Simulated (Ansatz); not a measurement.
Total density of states per atom from PBEsol in the plane-wave PAW code Ansatz, in 0.25 eV bins, energy from the valence-band maximum:

```tsv
E (eV)	states/eV/atom
-7.85	0.00
-7.60	0.00
-7.35	0.00
-7.10	0.00
-6.85	0.00
-6.60	0.00
-6.35	0.00
-6.10	0.00
-5.85	0.04
-5.60	0.08
-5.35	0.17
-5.10	0.31
-4.85	0.44
-4.60	0.43
-4.35	0.25
-4.10	0.27
-3.85	0.30
-3.60	0.35
-3.35	0.78
-3.10	0.47
-2.85	0.58
-2.60	0.37
-2.35	0.87
-2.10	0.62
-1.85	0.67
-1.60	0.99
-1.35	0.93
-1.10	0.91
-0.85	1.14
-0.60	1.04
-0.35	1.00
-0.10	0.69
0.15	0.00
0.40	0.00
0.65	0.00
0.90	0.00
1.15	0.00
1.40	0.00
1.65	0.00
1.90	0.01
2.15	0.01
2.40	0.02
2.65	0.03
2.90	0.04
3.15	0.05
3.40	0.06
3.65	0.09
3.90	0.11
4.15	0.14
4.40	0.18
4.65	0.34
4.90	0.07
5.15	0.01
5.40	0.11
5.65	0.31
5.90	0.22
6.15	0.18
```

**Question.** Which of these materials gives this?
A) Mg2Sn, cubic Laves (MgCu2 type)
B) InCo3SnS2, R-3m (In on 3b, Co on 9e, Sn on 3a, S on 6c)
C) MgIn2O4, Imma (Pearson symbol oI28)
D) Ca3SnO, anti-perovskite

**Answer.** C, MgIn2O4, Imma (Pearson symbol oI28). Top 1 eV of the valence band: O 2p 95 %. Bottom 1 eV of the conduction band: In 5s 38 %, O 2p 24 %, O 2s 22 %, Mg 3s 9 %, In 5p 6 %. Projections are on Löwdin-orthogonalised atomic valence shells; empty p or d shells of many metals are not among them.

The workflow started from a Materials Project entry (that database holds measured and hypothetical structures alike); the Crystallography Open Database copy checked does not list it. With Mg and In taken as one species the cell has the higher symmetry Fd-3m, so it may be an ordered model of a mixed-site phase. Whether it is the stable phase at ambient conditions was not checked. Symmetry was held in the PBEsol relaxation; its stability against distortions is not shown here. Spin–orbit coupling is left out wherever it is not named.

Potentials: the later of the program's two PAW sets.
